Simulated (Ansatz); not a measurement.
Data:

SiO$_{2}$:
Space group P3₁21 (No. 152); a = b = 4.9495 Å, c = 5.4417 Å, α = β = 90.00°, γ = 120.00°

| atom | site | symmetry | x | y | z |
|---|---|---|---|---|---|
| O | 6c | 1 | 0.4126 | 0.2667 | 0.2143 |
| Si | 3a | .2. | 0.5295 | 0.5295 | 0.0000 |

This is the PBEsol-relaxed structure.

Question: All from PBEsol (plane waves, PAW; program Ansatz), unless another level is named. Predict the electron effective mass.

Answer: 0.50 mₑ (isotropic).

Question: Predict the HSE06 gap on the PBEsol cell.

Answer: 7.67 eV.

Question: Predict the band gap.

Answer: 5.72 eV (indirect).

Question: What about the conduction-band minimum?

Answer: at Γ.

Space group P3_121. Symmetry was held in the PBEsol relaxation.

Potentials: the later of the program's two PAW sets.
